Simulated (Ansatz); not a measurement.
KHgF3:
```xyz
5
Lattice="3.1943 -3.1951 0.0000 3.1943 3.1951 0.0000 0.0000 0.0000 4.5184" Properties=species:S:1:pos:R:3 pbc="T T T"
K      0.0000     0.0000     2.2592
Hg     3.1943     0.0000     0.0000
F      1.5971     1.5975     0.0000
F      1.5971    -1.5975     0.0000
F      3.1943     0.0000     2.2592
```

Plane-wave PAW r²SCAN (Ansatz code) gives a gap of 1.08 eV without spin–orbit coupling, maximum at T, minimum at Γ.

### Question
What happens when spin–orbit coupling is switched on?

### Answer
The gap decreases by 0.12 eV, to 0.96 eV; maximum at T, minimum at Γ.

### Question
Give the electron effective mass with spin–orbit coupling.

### Answer
0.38 mₑ (isotropic).

Space group Pm-3m (cubic perovskite). The first step of the workflow began from a Materials Project structure, measured or hypothetical; the Crystallography Open Database copy checked does not list it. COD files the formula under space group No. 65. Whether it is the stable phase at ambient conditions was not checked. The r²SCAN relaxation kept the symmetry of its start; whether a distortion lowers the energy is not shown. Point labels and valley counts follow the cell and symmetry of the run, lower than the named group.

Potentials: the later of the program's two PAW sets.
